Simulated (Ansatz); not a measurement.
TiO:
```cif
data_O3Ti3
_chemical_formula_sum 'Ti3 O3'
_space_group_name_H-M_alt 'P 1'
_space_group_IT_number 1
_cell_length_a 4.05893
_cell_length_b 4.05893
_cell_length_c 4.05893
_cell_angle_alpha 90.000
_cell_angle_beta 90.000
_cell_angle_gamma 90.000
loop_
_space_group_symop_operation_xyz
  'x, y, z'
loop_
_atom_site_label
_atom_site_type_symbol
_atom_site_fract_x
_atom_site_fract_y
_atom_site_fract_z
_atom_site_occupancy
Ti1 Ti 0.50000 0.50000 0.00000 1
Ti2 Ti 0.00000 0.50000 0.50000 1
Ti3 Ti 0.50000 0.00000 0.50000 1
O1 O 0.00000 0.50000 0.00000 1
O2 O 0.50000 0.00000 0.00000 1
O3 O 0.00000 0.00000 0.50000 1
```
The run is spin-polarised; directions of the spins, atom by atom: ↑ ↑ ↑ 0 0 0.

Relaxed with r²SCAN.

Q: Tabulate the valence density and the electron localisation function along the shortest Ti–Ti contact (2.87 Å), the program Ansatz at the r²SCAN level (PAW).

A: 

```csv
distance from Ti (Å),density (e/Å³),ELF
0.29,8.89,0.26
0.43,6.75,0.56
0.57,4.06,0.66
0.72,1.88,0.57
0.86,0.75,0.32
1.00,0.37,0.14
1.15,0.25,0.12
1.29,0.21,0.17
1.44,0.21,0.20
1.58,0.21,0.17
1.72,0.25,0.12
1.87,0.37,0.14
2.01,0.75,0.32
2.15,1.88,0.57
2.30,4.06,0.66
2.44,6.75,0.56
2.58,8.89,0.26
```

The density is the valence pseudo-density with augmentation charge, so density and ELF within about 1 Å of a nucleus are not all-electron values.

Space group Pm-3m. The workflow started from a Materials Project entry (that database holds measured and hypothetical structures alike); the Crystallography Open Database copy checked does not list it. COD files the formula under space group No. 12, 225. Whether it is the stable phase at ambient conditions was not checked. The cell was relaxed with r²SCAN under the symmetry of its start; its stability against distortions is not shown here. Spin order of the final state: ferromagnetic, the only order run, not a proven ground state. Other orbital occupations within this spin state were not tried. No Hubbard U is applied.

Potentials: the later of the program's two PAW sets.
